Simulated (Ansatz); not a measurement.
Ge₂Pt:
```yaml
crystal:
  lattice:
    - [1.73819, -6.17912, 0.00000]
    - [1.73819, 6.17912, 0.00000]
    - [0.00000, 0.00000, 4.91028]
  atoms:
    - { symbol: Ge, position: [0.95452, 0.04548, 0.75000] }
    - { symbol: Ge, position: [0.04548, 0.95452, 0.25000] }
    - { symbol: Ge, position: [0.27841, 0.72159, 0.75000] }
    - { symbol: Ge, position: [0.72159, 0.27841, 0.25000] }
    - { symbol: Pt, position: [0.62519, 0.37481, 0.75000] }
    - { symbol: Pt, position: [0.37481, 0.62519, 0.25000] }
```

Relaxed with PBE. Special points in fractions of this cell's reciprocal vectors: Γ (0.000, 0.000, 0.000); Y (-0.500, 0.500, 0.000); C0 (-0.270, 0.730, 0.000); Σ0 (0.270, 0.270, 0.000); Z (0.000, 0.000, 0.500); A0 (0.270, 0.270, 0.500); E0 (-0.270, 0.730, 0.500); T (-0.500, 0.500, 0.500); S (0.000, 0.500, 0.000); R (0.000, 0.500, 0.500).

**Question.** List the band energies nearest the Fermi level at these points for PBE (plane waves, PAW; program Ansatz).

**Answer.** In eV from the Fermi level; about four levels below and three above (degenerate sets whole), none deeper than 8.9 eV; points with the same levels are listed once.

```tsv
k	below	above
Γ	-2.87 -2.66 -2.65 -1.33	0.05 0.76 1.55
Y	-1.24 -1.14 -0.95 -0.36	1.34 2.80 2.91
C0	-1.58 -1.32 -0.95 -0.73	0.70 0.71 0.73
Z	-2.68 -2.68 -2.45 -2.45	2.54 2.54 3.15 3.15
A0	-1.00 -1.00 -0.24 -0.24	2.35 2.35 3.48 3.48
T	-2.83 -2.83 -2.11 -2.11	0.22 0.22 1.76 1.76
S	-1.53 -0.55 -0.24 -0.06	0.53 1.03 1.04
R	-1.73 -1.73 -1.46 -1.46	0.13 0.13 1.65 1.65
```

Space group Cmcm. The cell is a constructed one: a structure type filled with these elements; neither database checked (COD, Materials Project) lists it. COD files the formula under space group No. 58, so this cell is another polymorph or a model. Whether it is the stable phase at ambient conditions was not checked. Symmetry was held in the PBE relaxation; whether a distortion lowers the energy is not shown. The run is not spin-polarised. Spin–orbit coupling is left out wherever it is not named.

Potentials: the later of the program's two PAW sets.
